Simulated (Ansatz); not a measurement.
Input:

Ge:
```cif
data_Ge8
_chemical_formula_sum 'Ge8'
_space_group_name_H-M_alt 'Fd-3m :1'
_space_group_IT_number 227
_space_group_name_Hall 'F 4d 2 3 -1d'
_cell_length_a 5.67168
_cell_length_b 5.67168
_cell_length_c 5.67168
_cell_angle_alpha 90.000
_cell_angle_beta 90.000
_cell_angle_gamma 90.000
loop_
_atom_site_label
_atom_site_type_symbol
_atom_site_symmetry_multiplicity
_atom_site_Wyckoff_symbol
_atom_site_fract_x
_atom_site_fract_y
_atom_site_fract_z
_atom_site_occupancy
Ge1 Ge 8 a 0.00000 0.00000 0.00000 1
```
(The calculation used a cell of 2 atoms; values per cell refer to that cell.)

This is the r²SCAN-relaxed structure.

### Question
All from the program Ansatz at the r²SCAN level (PAW), unless another level is named. Estimate the band gap.

### Answer
0.37 eV (direct).

### Question
Give the valence-band maximum.

### Answer
at Γ.

The r²SCAN relaxation kept the symmetry of its start. Scalar-relativistic: spin–orbit coupling is off unless named, which matters more the heavier the elements.

Potentials: the earlier of the program's two PAW sets.
